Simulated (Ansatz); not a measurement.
**MgO: reading a single point**

```
Mg O
1.0
     0.00000    2.15504    2.15504
     2.15504    0.00000    2.15504
     2.15504    2.15504    0.00000
Mg O
1 1
Direct
  0.00000 0.00000 0.00000
  0.50000 0.50000 0.50000
```

Level: PBE, no spin polarisation; 420 eV; 10×10×10 Γ-centred mesh; fermi-dirac occupations (width 0.1 eV); Ansatz 0.2.0, fixed geometry.

(1) Describe some of the short contacts.

(2) What is the formation energy?

(3) Is the cell too large or too small?

(4) What is the band gap?

(5) How is the charge shared?

Origin: a database entry at a rescaled volume.

Results:

(1) Mg–O at 2.15 Å: least valence density 0.23 e/Å³ and ELF 0.06 there, a closed-shell (ionic or weak) contact. These are pseudo-fields; inside the PAW spheres they differ from the all-electron ones.

(2) -2.68 eV an atom against the elements' usual phases (free molecules for gases, crystals otherwise, with no correction for O₂ or N₂), so it is bound against them; other compounds may still compete. Relaxing would lower it.

(3) The pressure is -5.4 GPa (compression positive), so with the atoms held at these fractions the cell would first shrink.

(4) The gap is 4.10 eV, direct at the points sampled.

(5) Bader charges in e: Mg +1.72, O -1.72. In the mean Mg gives up most and O takes most.
